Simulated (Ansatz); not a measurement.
## Structures of Zr₃N₂: which is lowest?

Plane-wave DFT in Ansatz with scalar-relativistic PAW potentials, cutoff 500 eV, Γ-centred meshes chosen by cell and gap, Gaussian smearing with energies taken to zero width. Every cell was relaxed (cell and atoms) in a run of its own, within the symmetry of its start. Functional: r2SCAN.

Relaxed structures (starts from databases or built by putting these elements on another compound's sites):
A. R-3m, 5 atoms in the computed cell, a = 3.264 Å, c = 23.662 Å; sites (symmetry × multiplicity) Zr -3m × 3 + 3m × 6, N 3m × 6; start: built
B. R-3c, 10 atoms in the computed cell, a = 5.647 Å, c = 15.708 Å; sites (symmetry × multiplicity) Zr .2 × 18, N 3. × 12; start: database

Task: Rank them by energy. Could pressure change the order?

Result:
```csv
structure,group,E − E(lowest) (meV/atom),V (Å³/atom),gap on mesh (eV)
A,R-3m,0.0,14.56,0.00
B,R-3c,16.2,14.46,0.00
```

A is lowest, 16 meV/atom under B. The two lowest differ in volume by under 3 %, too little for a first-order estimate of what pressure does to that pair (other pairs aren't weighed here); with rigid cells even 3 % in favour of the higher one would need about 6 GPa. Other structures may lie lower than all of these, and vibrations aren't counted.